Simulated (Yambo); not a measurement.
## Optical response of LiBr at -3 % isotropic strain

```
LiBr
1.0
    4.01065     0.00000     0.00000
   -2.00533     3.47333     0.00000
    0.00000     0.00000     6.41635
Li Br
2 2
Direct
  0.66667   0.33333   0.87805
  0.33333   0.66667   0.37805
  0.66667   0.33333   0.49695
  0.33333   0.66667   0.99695
```

Yambo, RPA with local fields on PBEsol bands shifted by a G0W0 scissor of 2.50 eV; 9×9×4 mesh, 67 bands, 4 Ry local-field block, 0.2 eV broadening; field along x.

```tsv
E (eV)	Im ε	Re ε	Im ε, independent particles
0.0	0.00	2.40	0.00
0.6	0.00	2.40	0.00
1.2	0.00	2.41	0.01
1.9	0.01	2.43	0.01
2.5	0.01	2.46	0.02
3.1	0.01	2.50	0.02
3.8	0.02	2.55	0.03
4.4	0.02	2.62	0.03
5.0	0.03	2.71	0.04
5.6	0.04	2.82	0.06
6.2	0.06	2.98	0.08
6.9	0.09	3.21	0.13
7.5	0.22	3.59	0.28
8.1	0.63	4.00	0.77
8.8	1.10	4.27	1.43
9.4	2.26	4.90	3.41
10.0	3.67	3.37	5.35
10.6	3.32	2.21	4.79
11.2	2.58	1.68	4.39
11.9	3.10	2.18	6.47
12.5	3.45	1.14	5.21
13.1	3.40	0.64	4.09
13.8	2.46	0.25	2.87
14.4	2.29	0.09	2.31
15.0	1.97	-0.11	1.79
15.6	1.55	-0.25	1.28
16.2	1.32	-0.30	1.02
16.9	0.98	-0.12	0.85
17.5	0.77	0.07	0.76
18.1	0.73	0.30	0.83
18.8	0.57	0.30	0.64
19.4	0.70	0.53	0.89
20.0	0.65	0.42	0.65
```

Structure narrower than a few tenths of an eV can come from the finite k mesh. Convergence of the RPA response with its 9×9×4 mesh was not tested. The scissor comes from a G0W0 run whose convergence isn't established. No excitonic effects at this level.

Spin-orbit coupling is not included.

Geometry strained from the cell relaxed with PBEsol, atoms relaxed again.

This is not the ordinary phase of the substance; no match was found in the copy of COD used, and its stability was not checked.
